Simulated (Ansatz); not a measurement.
These are results of Ansatz, DFT PBE, scalar-relativistic, plane waves, PAW, not measurements. Settings: cutoff 420 eV, Γ-centred meshes spaced at most about 0.3 Å⁻¹, and about 0.25 Å⁻¹ or finer for metals (2π included), Gaussian smearing. Collinear spin in cells that started with moments and kept them past the coarse steps, no spin elsewhere.

All energies are static (0 K, no zero-point motion). All come from trial cells, and lower structures may exist.

Question: Order these relaxed structures of CuNi5 by energy, lowest first, with the energy over the lowest of them.
A. Space group P4/mmm (No. 123), tetragonal, a = 2.499 Å, c = 10.618 Å. Cu is surrounded by 4 Cu at 2.50 Å and 8 Ni at 2.54 Å; around Ni on a site of symmetry 4mm lie 8 Ni at 2.47–2.50 Å and 4 Cu at 2.54 Å; around Ni on a second site of symmetry 4mm lie 12 Ni at 2.47–2.50 Å; Ni on a site of symmetry 4/mmm is surrounded by 12 Ni at 2.49–2.50 Å.
B. Space group P-6m2 (No. 187), hexagonal, a = 2.491 Å, c = 12.354 Å. Around Cu lie 6 Cu at 2.49 Å and 6 Ni at 2.55 Å; around Ni on a site of symmetry 3m lie 9 Ni at 2.49 Å and 3 Cu at 2.55 Å; Ni on a site of symmetry -6m2 is surrounded by 12 Ni at 2.49–2.50 Å; around Ni on a second site of symmetry 3m lie 12 Ni at 2.49–2.50 Å.

Answer: A (0 meV/atom), B (16 meV/atom). Forms: A Cu and Ni ordered on fcc sites, P4/mmm, moments up to 0.7 μB; B Cu and Ni ordered on hcp sites, P-6m2, moments up to 0.7 μB. Counting all near atoms (those within 1.25 times the shortest distance at each site): A has Cu 12, Ni 12; B has Cu 12, Ni 12.

The magnetic state reached may not be the lowest. With atoms moved at random, P-6m2 came back. Other cells relaxed within their symmetry can be saddle points. Some candidate types were left out of the draw beforehand, so a known form may be missing.
